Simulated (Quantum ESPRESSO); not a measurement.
**Band energies of SnS monolayer**

```
SnS
1.0
    4.08212     0.00000     0.00000
    0.00000     4.04764     0.00000
    0.00000     0.00000    15.90000
S Sn
2 2
Cartesian
  3.89855   0.00000   1.15842
  1.85749   2.02382  -1.15842
  1.73535   2.02382   1.39972
  3.77641   0.00000  -1.39972
```

PBEsol (pw.x of Quantum ESPRESSO, ONCV potentials, without SOC); path ΓXSYΓS; energies in eV from the valence-band maximum.

| k (1/Å) | point | band 16 | band 17 | band 18 | band 19 | band 20 | band 21 | band 22 | band 23 |
|---|---|---|---|---|---|---|---|---|---|
| 0.00 | Γ | -3.47 | -3.44 | -2.07 | -2.06 | -0.28 | 1.45 | 3.55 | 4.14 |
| 0.11 |  | -3.40 | -3.38 | -2.03 | -1.88 | -0.31 | 1.49 | 3.64 | 4.00 |
| 0.33 |  | -3.09 | -2.86 | -1.85 | -0.93 | -0.56 | 1.80 | 2.68 | 3.41 |
| 0.44 |  | -2.84 | -2.58 | -1.75 | -0.73 | -0.43 | 1.97 | 2.08 | 2.86 |
| 0.67 |  | -2.42 | -2.24 | -1.77 | -0.68 | 0.00 | 1.31 | 2.24 | 2.33 |
| 0.78 | X | -2.64 | -1.96 | -1.96 | -0.35 | -0.35 | 1.71 | 1.71 | 2.45 |
| 0.89 |  | -2.72 | -2.17 | -2.17 | -0.35 | -0.35 | 1.56 | 1.56 | 2.81 |
| 1.00 |  | -3.12 | -2.36 | -2.36 | -0.72 | -0.72 | 1.84 | 1.84 | 3.22 |
| 1.22 |  | -4.28 | -2.65 | -2.65 | -1.75 | -1.75 | 2.92 | 2.92 | 4.13 |
| 1.44 |  | -5.09 | -3.50 | -3.50 | -1.87 | -1.87 | 3.65 | 3.65 | 4.62 |
| 1.55 | S | -5.22 | -3.66 | -3.66 | -1.86 | -1.86 | 3.80 | 3.80 | 4.65 |
| 1.77 |  | -4.73 | -3.12 | -3.12 | -1.86 | -1.86 | 3.33 | 3.33 | 4.47 |
| 1.99 |  | -3.71 | -2.43 | -2.43 | -1.36 | -1.36 | 2.38 | 2.38 | 3.62 |
| 2.10 |  | -3.14 | -2.35 | -2.35 | -0.78 | -0.78 | 1.80 | 1.80 | 3.21 |
| 2.32 | Y | -2.65 | -1.97 | -1.97 | -0.39 | -0.39 | 1.67 | 1.67 | 2.40 |
| 2.42 |  | -2.48 | -2.20 | -1.80 | -0.68 | -0.08 | 1.30 | 2.15 | 2.28 |
| 2.61 |  | -2.78 | -2.51 | -1.74 | -0.77 | -0.31 | 1.71 | 2.20 | 2.65 |
| 2.80 |  | -3.21 | -2.98 | -1.91 | -1.14 | -0.49 | 1.72 | 2.97 | 3.61 |
| 2.90 |  | -3.36 | -3.20 | -2.00 | -1.56 | -0.37 | 1.56 | 3.62 | 3.82 |
| 3.09 | Γ | -3.47 | -3.44 | -2.07 | -2.06 | -0.28 | 1.45 | 3.55 | 4.14 |
| 3.27 |  | -3.63 | -2.98 | -2.20 | -1.45 | -0.35 | 1.56 | 3.55 | 3.80 |
| 3.36 |  | -3.77 | -2.53 | -2.35 | -0.97 | -0.41 | 1.70 | 2.82 | 3.96 |
| 3.55 |  | -3.48 | -2.73 | -1.80 | -0.79 | -0.36 | 2.07 | 2.28 | 2.61 |
| 3.73 |  | -3.25 | -3.14 | -1.90 | -1.86 | -0.58 | 1.79 | 3.21 | 3.40 |
| 3.82 |  | -3.46 | -3.34 | -2.19 | -2.10 | -1.10 | 2.19 | 3.75 | 3.78 |
| 4.00 |  | -4.55 | -3.58 | -3.03 | -2.01 | -1.72 | 3.20 | 3.77 | 4.53 |
| 4.18 | S | -5.22 | -3.66 | -3.66 | -1.86 | -1.86 | 3.80 | 3.80 | 4.65 |

The PBEsol gap is 1.29 eV and nearly direct: the edges lie at 86 % of the way from Γ to X and 25 % of the way from Y to Γ, the smallest direct gap within 0.02 eV of it. Another conduction extremum on the path lies within 0.02 eV, too close to call. The valence-band maximum lies 4.45 eV below the vacuum level.

Spin-orbit splittings are left out.

Geometry relaxed with PBEsol.

This is a model layer cut from the bulk structure; whether it is stable on its own was not checked.

Letters of k points follow the standard setting of the lattice, whose axes may be ordered differently from the printed cell.
